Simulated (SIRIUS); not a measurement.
Set-up for a self-consistent single point of Ta (C2/m, 1 atom in the cell; from Materials Project mp-50, changed as shown).

```xyz
1
Lattice="-1.6880 1.6880 1.6880 1.6549 -1.6549 1.6549 1.6549 1.6549 -1.6549" Properties=species:S:1:pos:R:3 pbc="T T T"
Ta     0.0000     0.0000     0.0000
```

Computed with PBEsol, GBRV PBEsol ultrasoft pseudopotentials (plane waves; SIRIUS).

SIRIUS settings:

- parameters.ngridk = 10 10 10
- parameters.xc_functionals = [XC_GGA_X_PBE_SOL, XC_GGA_C_PBE_SOL]
- parameters.gk_cutoff = 6.325 1/bohr
- parameters.pw_cutoff = 14.143 1/bohr
- parameters.smearing = fermi_dirac
- parameters.smearing_width = 0.00367493 Ha
- potentials = GBRV PBEsol ultrasoft pseudopotentials
- parameters.electronic_structure_method = pseudopotential
- parameters.num_bands = 11
- parameters.num_mag_dims = 0
- parameters.num_dft_iter = 100
- parameters.energy_tol = 1e-07 Ha
- parameters.density_tol = 1e-06
- mixer.type = anderson
- mixer.beta = 0.7
- mixer.use_hartree = false

Results:

| Item | Value |
|---|---|
| Number of valence electrons | 13 |
| Number of bands | 11 |
| Number of k-points after the program's reduction | 282 |
| Number of plane waves (most at a k-point) | 550 |
| Number of SCF iterations | 9 |
| FFT grid | 27 × 27 × 27 |
| Free energy E − TS | -1928.6098 eV |
| Fermi level (on the code's own zero) | 17.91 eV |
| Pressure | -9.69 GPa |

Stress (GPa, positive for compression):
```
 -8.87    0.75    0.75
  0.75  -10.10   -1.55
  0.75   -1.55  -10.10
```

For comparison: a first run was changed to give this one (lattice vector a scaled by 1.02), and from it to this one the free energy rises by 16.5 meV/atom and the pressure goes from -5.96 to -9.69 GPa.

The structure comes from a collection of computed structures, made at another level of theory; the collection holds predicted forms beside known ones. No clean gap shows at this smearing width and mesh (spacing up to 0.27 Å⁻¹); the mesh is coarse for partly filled bands, so the values carry mesh errors.

Cost on one core: very roughly 20 core-seconds.
